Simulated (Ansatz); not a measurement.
Ansatz input

```yaml
crystal:
  lattice:
    - [-2.7241976511, 2.7240027927, 1.1503917541]
    - [2.7240027927, -2.7241976511, 1.1503917541]
    - [1.4410122977, 1.4410122977, -1.1507486375]
  atoms:
    - { symbol: Fe, position: [0.999996207, 3.793e-06, 1.0], spin: -0.443 }
    - { symbol: Fe, position: [0.750003793, 0.249996207, 0.5], spin: 0.442 }
hamiltonian:
  xc: lda
  pseudopotentials:
    kind: paw
    azcp:
      Fe: "pseudopotentials/Fe.paw.azcp"
basis:
  ecutwfc: 420
  fft_grid_basis: typed
kpoints:
  mp_grid: { grid: [18, 18, 17], shift: [0, 0, 0] }
magnetization:
  spin_polarized: true
scf:
  occupations: { method: fermi_dirac, width: 0.05 }
  lower_state_search: "off"
output:
  stress: true
  write_density: true
  write_potential: true
  elf: true
  volumetric_format: npy
```

Output

```
Warning: the record states the generating functional pbe (its physics header spells it `PBE`), which answers neither for hamiltonian.xc's functional nor for the lda family's — results may be inconsistent (PPs are generated against a specific XC)
Engine: ansatz 0.2.0, x86_64-unknown-linux-gnu
Pseudopotentials: kind: paw
Pseudopotential: Fe, paw, valence charge 16, recommended cutoff 420 eV (normal) 
Functional definition: SPW92
  exchange = slater_x
  correlation = pw_c
Crystal: 2 atoms, lattice volume = 18.062 Å³
Basis set: ecut = 420 eV, 353 PW (Γ)
Bands: 21, of which v1, the nominal top of the filled ones, is band 16 counted from 1 (15 counted from 0)
Symmetry: 2 space group operations
Space group: C2 (ITA 5), of the structure as read, at distance tolerance 2.6e-5 Å
Magnetic group: BNS 5.13 (UNI 20), of the structure as read, at distance tolerance 2.6e-5 Å
k-points: 1459 of 5508 (time reversal used)
Non-local potential: Fe, projectors of the file, l = 0: 3, l = 1: 2, l = 2: 3, l = 3: 1
PAW form: soft (Blöchl's): semilocal exchange-correlation on the pseudo side does not see the compensation charge
PAW frozen core: Fe, regenerated for the run's functional, and the local potential with it (the file was generated under x = pbe(κ = 0.804, μ = 0.2195149727645171), c = pbe(β = 0.06672455060314922))
PAW one-centre angular grid: Fe, 590 points (default); XC on 64 Gauss nodes
Initial density: superposition of atomic densities (chi_scale 0.1, normalization cell)
Starting moments: Σ|m| = 0.885 μB on 2 of 2 sites
Initial wavefunctions: pseudopotential atomic-orbital guess
Functional: x = slater, c = lda
SCF iter   1: F=—  HF=-8840.250500 eV  |F-HF|=—  |Δ(HF+E_count)|=         —  Δρ=7.52e-2 (↑7.52e-2 ↓7.52e-2)  dr2=2.22e0  dr2_m=3.88e-2  M=-0.001 μB ∫|m|=0.602 μB  β_m=0.30  ethr=3.10e-3  ⟨swp⟩=5.0  Hψ=235029  notcnv=0
SCF iter   2: F=—  HF=-8839.778113 eV  |F-HF|=—  |Δ(HF+E_count)|=   4.72e-1  Δρ=3.38e-2 (↑3.38e-2 ↓3.38e-2)  dr2=4.41e-1  dr2_m=1.89e-2  M=-0.001 μB ∫|m|=0.602 μB  β_m=0.30  ethr=3.10e-3  ⟨swp⟩=3.5  Hψ=121898  notcnv=0  defer=46
SCF iter   3: F=—  HF=-8839.604941 eV  |F-HF|=—  |Δ(HF+E_count)|=   1.73e-1  Δρ=9.63e-3 (↑9.63e-3 ↓9.57e-3)  dr2=1.33e-2  dr2_m=9.91e-3  M=-0.001 μB ∫|m|=0.599 μB  β_m=0.30  ethr=1.38e-3  ⟨swp⟩=2.0  Hψ=95534  notcnv=0  defer=46
SCF iter   4: F=—  HF=-8839.578521 eV  |F-HF|=—  |Δ(HF+E_count)|=   2.64e-2  Δρ=7.71e-3 (↑5.93e-3 ↓7.71e-3)  dr2=1.75e-3  dr2_m=7.16e-3  M=0.000 μB ∫|m|=0.583 μB  β_m=0.30  ethr=4.15e-5  ⟨swp⟩=3.0  Hψ=144115  notcnv=0  defer=40
SCF iter   5: F=—  HF=-8839.584151 eV  |F-HF|=—  |Δ(HF+E_count)|=   5.63e-3  Δρ=1.37e-2 (↑1.37e-2 ↓4.65e-3)  dr2=5.95e-2  dr2_m=5.45e-3  M=-0.005 μB ∫|m|=0.567 μB  β_m=0.30  ethr=5.47e-6  ⟨swp⟩=2.0  Hψ=95223  notcnv=0  defer=40
SCF iter   6: F=—  HF=-8839.584023 eV  |F-HF|=—  |Δ(HF+E_count)|=   1.28e-4  Δρ=5.28e-3 (↑5.18e-3 ↓5.28e-3)  dr2=1.15e-3  dr2_m=4.02e-3  M=-0.002 μB ∫|m|=0.554 μB  β_m=0.30  ethr=5.47e-6  ⟨swp⟩=2.1  Hψ=93047  notcnv=0  defer=40
SCF iter   7: F=—  HF=-8839.585931 eV  |F-HF|=—  |Δ(HF+E_count)|=   1.91e-3  Δρ=4.50e-3 (↑4.49e-3 ↓4.50e-3)  dr2=3.78e-4  dr2_m=3.19e-3  M=-0.002 μB ∫|m|=0.541 μB  β_m=0.30  ethr=3.58e-6  ⟨swp⟩=1.0  Hψ=62586  notcnv=0  defer=40
...
WARN: the starting moments were not kept: the SCF closed with an absolute magnetisation of 3.9e-5 μB, where they sum to 0.885 μB in size (2 sites). That is at most 0.1 of that sum. Measured as dr2_m measures the in/out step, that magnetisation stands 1.5e-9 eV from none, at or under the dr2_threshold of 1.0e-7 eV: it is no larger than a step whose dr2_m would equal this threshold. The system may hold no moment; this SCF shows only that its start led to no more than that. To try another start: raise the starting moments (crystal.atoms[].spin, magnetization.per_species, magnetization.initial_magnetization, or on a non-collinear deck that types none of these the spinor_matrix: blocks that start its atoms; where the total moment is fixed, keep their sum and leave initial_magnetization as it is; typed ones take the place of any that the run laid by itself, positive ones on a crystal's lanthanoids without a Hubbard term where scf.initial_density.shell_occupations: [] is typed) or, if the notice of its spin-set hold's release reads "site moments contracting" or "site moments show no strong build", lengthen the hold (scf.mixing.spin_hold: { on: { confirm: 4 } }; for m-r²SCAN on two components see the key's manual first). Each may lead to a state that holds a moment. A second SCF, from the converged charge density, with the starting moments and any scf.initial_density.shell_occupations laid on it anew, would have followed, and was not run: the deck does not ask for one (magnetization.retry_lost_moments is false, the default). To let it run, set magnetization.retry_lost_moments: true and run the deck again, where that key's refused combinations let it; where memory then withholds it, that run's warning says so.
SCF 1 converged in 26 iterations: F = -8839.590075 eV  dr2 = 1.66e-11
SCF converged after 26 iterations
Magnetization: 0.0000 μB (16.0000 up, 16.0000 down)
Absolute magnetization: 0.0000 μB (∫|ρ↑−ρ↓|, with the PAW one-centre terms)
Spin contamination: 0.0000 ħ² per cell (⟨S²⟩ above its minimum at these occupations)
Per-site moments (μB) at R_I (Å): [(1.9519236896084503e-5, 0.9296553677551632), (1.869825845793523e-5, 0.9296553677551632)]
Free energy (F): -8839.590075 eV
Harris-Foulkes:  -8839.590075 eV  (|F-HF|=1.27e-11)
Internal energy: -8839.563435 eV  (E = F + TS)
E sigma→0 (E₀):  -8839.576755 eV
Entropy (-TS):   -0.026640 eV (-13.320 meV/atom)
Fermi energy:    23.912966 eV
--- Per-component energies (eV) ---
  E_band       = -261.539826
  E_kinetic    = 722.304629
  E_local      = -3571.745515  (includes V_loc(G=0)·N_el)
  E_nonlocal   = 435.609975
  E_hartree    = 1528.206494
  E_xc         = -241.029503
  E_vxc        = -312.057679  (∫ρ·V_xc dr)
  E_paw        = -2607.565466  (= ΣΔE_a)
  E_vpaw       = -592.065568  (= ΣTr[D̂ρ^β])
  E_aug_tail   = 0.001486  (compensation charges beyond the density's cutoff)
  E_ewald      = -5106.148607
  E_core_change = 0.803071  (= ΣΔE_core)
  E_smearing   = -0.026640  (= −TS)
  E_closure    = 0.000000  (closes the sum)
  Σ components = -8839.590075   (vs F -8839.590075, Δ=0.00e0)
--- Stress (GPa, compression-positive) ---
       29.820811       0.441632       0.042413
        0.441632      29.820811       0.042413
        0.042413       0.042413      32.250951
  P = ⅓ Tr σ = 30.6309 GPa (306.309 kbar)
--- Band table (eV; the first three rows and the last of 2918) ---
  k-point 0 ↑: bands = ["-62.7145", "-62.4944", "-29.6028", "-28.7414", "-28.6377", "-28.6312", "-28.5723", "-28.5710", "14.2653", "18.3043", "21.2869", "21.7983", "22.4071", "22.4127", "22.7311", "22.7938", "23.9147", "24.0373", "24.0967", "25.1978", "33.3735"]
  k-point 1 ↑: bands = ["-62.7081", "-62.4918", "-29.5912", "-28.7644", "-28.6503", "-28.6360", "-28.5976", "-28.5702", "14.4111", "18.4188", "21.2748", "21.6986", "22.4887", "22.4934", "22.7131", "22.7193", "23.3124", "24.0406", "24.1084", "25.9303", "33.3728"]
  k-point 2 ↑: bands = ["-62.6897", "-62.4846", "-29.5573", "-28.8300", "-28.6816", "-28.6737", "-28.6496", "-28.5701", "14.8376", "18.7452", "21.2040", "21.4284", "22.4468", "22.4926", "22.7240", "22.7378", "22.7421", "24.0428", "24.1321", "27.1743", "33.3776"]
  k-point 1458 ↓: bands = ["-62.4719", "-62.4719", "-29.5406", "-29.5406", "-28.8073", "-28.8071", "-28.7885", "-28.7883", "18.1129", "18.1130", "19.9715", "19.9716", "23.5223", "23.5225", "25.0135", "25.0140", "25.2298", "25.2298", "25.6424", "25.6427", "35.0510"]
```
